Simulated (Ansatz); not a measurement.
Input, command and steps of an Ansatz relaxation.

```yaml
crystal:
  lattice:
    - [2.7525201238, -4.4378552127, 0.0001785661]
    - [2.7525201238, 4.4378552127, 0.0001785661]
    - [-2.1830889898, 0.0, 8.3820153598]
  atoms:
    - { symbol: Li, position: [0.0456209994, 0.6992312311, 0.43708155] }
    - { symbol: Li, position: [0.7739933803, 0.5450738144, 0.0460265374] }
    - { symbol: Li, position: [0.3367405095, 0.6632594905, 0.25] }
    - { symbol: Li, position: [0.6992312311, 0.0456209994, 0.93708155] }
    - { symbol: Li, position: [0.5450738144, 0.7739933803, 0.5460265374] }
    - { symbol: Li, position: [0.4549261856, 0.2260066197, 0.4539734626] }
    - { symbol: Li, position: [0.3007687689, 0.9543790006, 0.06291845] }
    - { symbol: Li, position: [0.6632594905, 0.3367405095, 0.75] }
    - { symbol: Li, position: [0.2260066197, 0.4549261856, 0.9539734626] }
    - { symbol: Li, position: [0.9543790006, 0.3007687689, 0.56291845] }
    - { symbol: Nb, position: [0.9140623019, 0.0859376981, 0.25] }
    - { symbol: Nb, position: [0.0859376981, 0.9140623019, 0.75] }
    - { symbol: O, position: [0.99148934, 0.3287136781, 0.1045299698] }
    - { symbol: O, position: [0.206677448, 0.4277866381, 0.4150525973] }
    - { symbol: O, position: [0.3287136781, 0.99148934, 0.6045299698] }
    - { symbol: O, position: [0.4277866381, 0.206677448, 0.9150525973] }
    - { symbol: O, position: [0.1203370239, 0.8796629761, 0.25] }
    - { symbol: O, position: [0.8796629761, 0.1203370239, 0.75] }
    - { symbol: O, position: [0.5722133619, 0.793322552, 0.0849474027] }
    - { symbol: O, position: [0.6712863219, 0.00851066, 0.3954700302] }
    - { symbol: O, position: [0.793322552, 0.5722133619, 0.5849474027] }
    - { symbol: O, position: [0.00851066, 0.6712863219, 0.8954700302] }
basis:
  ecutwfc: 420
kpoints:
  mp_grid: { grid: [6, 6, 4] }
hamiltonian:
  xc: pbesol
scf:
  occupations: { method: gaussian, width: 0.02 }
output:
  forces: true
  stress: true
  eigenvalues: true
  write_density: true
  write_potential: true
  elf: true
  volumetric_format: npy
relax:
  adjacent_minimum: "off"
  f_tol: 0.01
  max_steps: 30
  cell: { stress_tol: 0.1, fix: [volume] }
```

```bash
ansatz run input.yaml --threads 4 --pin off --max-ram 10240MiB --backend cpu --events-out ev --progress --plain --runs-dir out
```

Method: DFT PBEsol, scalar-relativistic, plane waves, PAW (Ansatz).

The volume is held at 0.91 times that of the relaxed cell.

Of 6 frames 5 are shown, positions in Å and forces in eV/Å; the SCF threshold varies from step to step. Steps run on the plane waves of an earlier cell, with a Pulay correction in the pressure. The basis is chosen afresh for the last frame, the zero of the energies, and at times for earlier ones too; energy and pressure can step there, also at an unchanged geometry. Where two frames share a geometry here, they differ by under 2 meV/atom and 0.3 GPa.

```xyz
22
Lattice="2.7525 -4.4379 0.0002 2.7525 4.4379 0.0002 -2.1831 0.0000 8.3820" Properties=species:S:1:pos:R:3:forces:R:3 pbc="T T T" step=1 free_energy_over_end_meV_per_atom=1.76 pressure_GPa=10.93
Li    1.0960    2.9006    3.6638   -0.0244    0.0203   -0.0581
Li    3.5303   -1.0159    0.3860   -0.0135    0.0091    0.0405
Li    2.2067    1.4490    2.0957    0.0000   -0.0345    0.0000
Li    0.0045   -2.9006    7.8548   -0.0244   -0.0203   -0.0581
Li    2.4387    1.0159    4.5770   -0.0135   -0.0091    0.0405
Li    0.8832   -1.0159    3.8053    0.0135    0.0091   -0.0405
Li    3.3175    2.9006    0.5276    0.0244    0.0203    0.0581
Li    1.1152   -1.4490    6.2867    0.0000    0.0345    0.0000
Li   -0.2083    1.0159    7.9963    0.0135   -0.0091   -0.0405
Li    2.2259   -2.9006    4.7186    0.0244   -0.0203    0.0581
Nb    2.2067   -3.6751    2.0957    0.0000    0.0685    0.0000
Nb    1.1152    3.6751    6.2867    0.0000   -0.0685    0.0000
O     3.4057   -2.9413    0.8764    0.3603    0.2127   -0.3441
O     0.8403    0.9813    3.4791    0.2959    0.0094    0.2993
O     2.3141    2.9413    5.0674    0.3603   -0.2127   -0.3441
O    -0.2513   -0.9813    7.6701    0.2959   -0.0094    0.2993
O     2.2067    3.3698    2.0957    0.0000   -0.6179    0.0000
O     1.1152   -3.3698    6.2867    0.0000    0.6179    0.0000
O     3.5732    0.9813    0.7123   -0.2959    0.0094   -0.2993
O     1.0078   -2.9413    3.3150   -0.3603    0.2127    0.3441
O     2.4817   -0.9813    4.9033   -0.2959   -0.0094   -0.2993
O    -0.0837    2.9413    7.5060   -0.3603   -0.2127    0.3441
22
Lattice="2.7544 -4.4357 0.0000 2.7544 4.4357 0.0000 -2.1851 0.0000 8.3805" Properties=species:S:1:pos:R:3:forces:R:3 pbc="T T T" step=2 free_energy_over_end_meV_per_atom=0.10 pressure_GPa=9.27
Li    1.0944    2.8979    3.6598   -0.0064    0.0085   -0.0405
Li    3.5316   -1.0162    0.3967   -0.0106   -0.0087    0.0088
Li    2.2081    1.4309    2.0951    0.0000   -0.0092    0.0000
Li    0.0019   -2.8979    7.8500   -0.0064   -0.0085   -0.0405
Li    2.4390    1.0162    4.5869   -0.0106    0.0087    0.0088
Li    0.8847   -1.0162    3.7936    0.0106   -0.0087   -0.0088
Li    3.3218    2.8979    0.5305    0.0064    0.0085    0.0405
Li    1.1156   -1.4309    6.2854    0.0000    0.0092    0.0000
Li   -0.2078    1.0162    7.9839    0.0106    0.0087   -0.0088
Li    2.2293   -2.8979    4.7208    0.0064   -0.0085    0.0405
Nb    2.2081   -3.6805    2.0951    0.0000    0.0833    0.0000
Nb    1.1156    3.6805    6.2854    0.0000   -0.0833    0.0000
O     3.4147   -2.9419    0.8675    0.0193   -0.0117    0.0018
O     0.8473    0.9776    3.4887    0.0193   -0.0270    0.0216
O     2.3222    2.9419    5.0578    0.0193    0.0117    0.0018
O    -0.2452   -0.9776    7.6789    0.0193    0.0270    0.0216
O     2.2081    3.3476    2.0951    0.0000   -0.0580    0.0000
O     1.1156   -3.3476    6.2854    0.0000    0.0580    0.0000
O     3.5689    0.9776    0.7016   -0.0193   -0.0270   -0.0216
O     1.0015   -2.9419    3.3228   -0.0193   -0.0117   -0.0018
O     2.4764   -0.9776    4.8919   -0.0193    0.0270   -0.0216
O    -0.0910    2.9419    7.5131   -0.0193    0.0117   -0.0018
22
Lattice="2.7579 -4.4331 -0.0007 2.7579 4.4331 -0.0007 -2.1899 0.0000 8.3754" Properties=species:S:1:pos:R:3:forces:R:3 pbc="T T T" step=3 free_energy_over_end_meV_per_atom=0.04 pressure_GPa=9.10
Li    1.0937    2.8967    3.6543   -0.0012    0.0111   -0.0296
Li    3.5349   -1.0175    0.3970   -0.0025   -0.0041    0.0060
Li    2.2104    1.4261    2.0932    0.0000   -0.0075    0.0000
Li   -0.0013   -2.8967    7.8419   -0.0012   -0.0111   -0.0296
Li    2.4400    1.0175    4.5847   -0.0025    0.0041    0.0060
Li    0.8859   -1.0175    3.7894    0.0025   -0.0041   -0.0060
Li    3.3271    2.8967    0.5321    0.0012    0.0111    0.0296
Li    1.1154   -1.4261    6.2809    0.0000    0.0075    0.0000
Li   -0.2091    1.0175    7.9771    0.0025    0.0041   -0.0060
Li    2.2322   -2.8967    4.7198    0.0012   -0.0111    0.0296
Nb    2.2104   -3.6778    2.0932    0.0000    0.0125    0.0000
Nb    1.1154    3.6778    6.2809    0.0000   -0.0125    0.0000
O     3.4193   -2.9429    0.8648   -0.0060   -0.0101    0.0150
O     0.8478    0.9752    3.4878   -0.0060   -0.0085   -0.0002
O     2.3243    2.9429    5.0525   -0.0060    0.0101    0.0150
O    -0.2472   -0.9752    7.6755   -0.0060    0.0085   -0.0002
O     2.2104    3.3433    2.0932    0.0000   -0.0001    0.0000
O     1.1154   -3.3433    6.2809    0.0000    0.0001    0.0000
O     3.5730    0.9752    0.6985    0.0060   -0.0085    0.0002
O     1.0015   -2.9429    3.3216    0.0060   -0.0101   -0.0150
O     2.4781   -0.9752    4.8862    0.0060    0.0085    0.0002
O    -0.0934    2.9429    7.5093    0.0060    0.0101   -0.0150
22
Lattice="2.7598 -4.4295 -0.0018 2.7598 4.4295 -0.0018 -2.1949 0.0000 8.3774" Properties=species:S:1:pos:R:3:forces:R:3 pbc="T T T" step=4 free_energy_over_end_meV_per_atom=0.01 pressure_GPa=9.03
Li    1.0914    2.8966    3.6497   -0.0007    0.0059   -0.0018
Li    3.5368   -1.0188    0.3965    0.0009   -0.0029   -0.0009
Li    2.2111    1.4202    2.0925    0.0000   -0.0020    0.0000
Li   -0.0060   -2.8966    7.8384   -0.0007   -0.0059   -0.0018
Li    2.4394    1.0188    4.5851    0.0009    0.0029   -0.0009
Li    0.8853   -1.0188    3.7886   -0.0009   -0.0029    0.0009
Li    3.3307    2.8966    0.5354    0.0007    0.0059    0.0018
Li    1.1136   -1.4202    6.2812    0.0000    0.0020    0.0000
Li   -0.2121    1.0188    7.9773   -0.0009    0.0029    0.0009
Li    2.2332   -2.8966    4.7241    0.0007   -0.0059    0.0018
Nb    2.2111   -3.6757    2.0925    0.0000   -0.0017    0.0000
Nb    1.1136    3.6757    6.2812    0.0000    0.0017    0.0000
O     3.4203   -2.9437    0.8629    0.0035   -0.0025    0.0073
O     0.8463    0.9732    3.4890   -0.0018    0.0015   -0.0144
O     2.3229    2.9437    5.0516    0.0035    0.0025    0.0073
O    -0.2512   -0.9732    7.6777   -0.0018   -0.0015   -0.0144
O     2.2111    3.3379    2.0925    0.0000    0.0123    0.0000
O     1.1136   -3.3379    6.2812    0.0000   -0.0123    0.0000
O     3.5758    0.9732    0.6961    0.0018    0.0015    0.0144
O     1.0018   -2.9437    3.3222   -0.0035   -0.0025   -0.0073
O     2.4784   -0.9732    4.8847    0.0018   -0.0015    0.0144
O    -0.0956    2.9437    7.5108   -0.0035    0.0025   -0.0073
22
Lattice="2.7606 -4.4277 -0.0028 2.7606 4.4277 -0.0028 -2.1987 0.0000 8.3790" Properties=species:S:1:pos:R:3:forces:R:3 pbc="T T T" step=6 free_energy_over_end_meV_per_atom=0.00 pressure_GPa=9.06
Li    1.0894    2.8983    3.6490    0.0000   -0.0006    0.0015
Li    3.5381   -1.0189    0.3949    0.0006   -0.0040   -0.0021
Li    2.2109    1.4201    2.0919    0.0000   -0.0022    0.0000
Li   -0.0100   -2.8983    7.8385    0.0000    0.0006    0.0015
Li    2.4387    1.0189    4.5845    0.0006    0.0040   -0.0021
Li    0.8838   -1.0189    3.7889   -0.0006   -0.0040    0.0021
Li    3.3325    2.8983    0.5348    0.0000   -0.0006   -0.0015
Li    1.1116   -1.4201    6.2814    0.0000    0.0022    0.0000
Li   -0.2155    1.0189    7.9784   -0.0006    0.0040    0.0021
Li    2.2332   -2.8983    4.7244    0.0000    0.0006   -0.0015
Nb    2.2109   -3.6732    2.0919    0.0000    0.0019    0.0000
Nb    1.1116    3.6732    6.2814    0.0000   -0.0019    0.0000
O     3.4210   -2.9433    0.8615    0.0005   -0.0036    0.0000
O     0.8457    0.9741    3.4878    0.0022    0.0001    0.0013
O     2.3217    2.9433    5.0510    0.0005    0.0036    0.0000
O    -0.2536   -0.9741    7.6773    0.0022   -0.0001    0.0013
O     2.2109    3.3373    2.0919    0.0000   -0.0002    0.0000
O     1.1116   -3.3373    6.2814    0.0000    0.0002    0.0000
O     3.5762    0.9741    0.6960   -0.0022    0.0001   -0.0013
O     1.0008   -2.9433    3.3224   -0.0005   -0.0036    0.0000
O     2.4768   -0.9741    4.8855   -0.0022   -0.0001   -0.0013
O    -0.0985    2.9433    7.5119   -0.0005    0.0036    0.0000
```

It took 45 s on 4 threads of Intel(R) Xeon(R) 6975P-C (Granite Rapids), with other jobs on the host, peak memory 1.1 GiB.